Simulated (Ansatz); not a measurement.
GdIn₃ (Pm-3m); spiral at 0.333 of the way from Γ to R.

```
Gd In
1.0
     4.63934    0.00000    0.00000
     0.00000    4.63934    0.00000
     0.00000    0.00000    4.63934
Gd In
1 3
Cartesian
  0.0000 0.0000 0.0000
  2.3197 0.0000 2.3197
  0.0000 2.3197 2.3197
  2.3197 2.3197 0.0000
```

The source of the geometry is a structure from the Materials Project; atoms and cell stay fixed.

Functional, mesh and filling: LDA, 6×6×6 k mesh, Fermi–Dirac smearing of 0.05 eV, spiral q = (0.1667, 0.1667, 0.1667), mesh shifted by (0.5, 0.5, 0.5) steps. PAW means Ansatz 0.2.0 on its default frozen-core files. Site moments are integrated in spheres about the atoms. Start moments (μB): Gd1 -7.

Iteration by iteration:

```json
{"iteration": "1", "Harris–Foulkes energy less the last (meV)": "204.132", "density residual (eV)": "4.5e+01", "∫|m| (μB)": "5.4335"}
{"iteration": "2", "Harris–Foulkes energy less the last (meV)": "-7938.324", "density residual (eV)": "1.6e+02", "∫|m| (μB)": "4.2616"}
{"iteration": "3", "Harris–Foulkes energy less the last (meV)": "1226.486", "density residual (eV)": "1.5e+00", "∫|m| (μB)": "7.1983"}
{"iteration": "4", "Harris–Foulkes energy less the last (meV)": "1382.972", "density residual (eV)": "8.8e+01", "∫|m| (μB)": "3.8605"}
{"iteration": "5", "Harris–Foulkes energy less the last (meV)": "1255.692", "density residual (eV)": "2.5e+00", "∫|m| (μB)": "7.2040"}
{"iteration": "6", "Harris–Foulkes energy less the last (meV)": "1560.844", "density residual (eV)": "3.4e+00", "∫|m| (μB)": "7.2518"}
{"iteration": "7", "Harris–Foulkes energy less the last (meV)": "659.201", "density residual (eV)": "2.4e+00", "∫|m| (μB)": "7.2696"}
{"iteration": "8", "Harris–Foulkes energy less the last (meV)": "230.273", "density residual (eV)": "1.8e+00", "∫|m| (μB)": "7.2733"}
{"iteration": "9", "Harris–Foulkes energy less the last (meV)": "-51.464", "density residual (eV)": "1.5e+00", "∫|m| (μB)": "7.2730"}
{"iteration": "10", "Harris–Foulkes energy less the last (meV)": "105.835", "density residual (eV)": "2.8e-01", "∫|m| (μB)": "7.2310"}
{"iteration": "11", "Harris–Foulkes energy less the last (meV)": "-22.792", "density residual (eV)": "1.7e-01", "∫|m| (μB)": "7.2379"}
{"iteration": "12", "Harris–Foulkes energy less the last (meV)": "2.435", "density residual (eV)": "1.4e-02", "∫|m| (μB)": "7.1503"}
{"iteration": "13", "Harris–Foulkes energy less the last (meV)": "0.669", "density residual (eV)": "9.8e-04", "∫|m| (μB)": "7.1627"}
{"iteration": "14", "Harris–Foulkes energy less the last (meV)": "-0.098", "density residual (eV)": "1.2e-03", "∫|m| (μB)": "7.1537"}
{"iteration": "15", "Harris–Foulkes energy less the last (meV)": "0.043", "density residual (eV)": "1.0e-05", "∫|m| (μB)": "7.1602"}
{"iteration": "16", "Harris–Foulkes energy less the last (meV)": "-0.001", "density residual (eV)": "5.9e-06", "∫|m| (μB)": "7.1595"}
{"iteration": "17", "Harris–Foulkes energy less the last (meV)": "0.000", "density residual (eV)": "1.6e-07", "∫|m| (μB)": "7.1599"}
{"iteration": "18", "Harris–Foulkes energy less the last (meV)": "0.000", "density residual (eV)": "5.4e-08", "∫|m| (μB)": "7.1600"}
```

Site moments (μB): Gd1 -6.97, In2 0.01, In3 0.01, In4 0.01. Cell moment 6.98 μB in the turning frame.

The PAW files were made with PBE; the program remakes their cores once for the run's functional and then keeps them frozen. Without U a semilocal functional puts the f levels too near the Fermi level, which can change moments and the order of magnetic states; site and cell moments are spin moments. Spin–orbit coupling is left out although heavy atoms are present. With open f shells a run can end in a state that isn't the lowest. The magnetic state is the one that this cell and start allow. It needn't be the compound's measured order, which may need a larger cell or be absent.
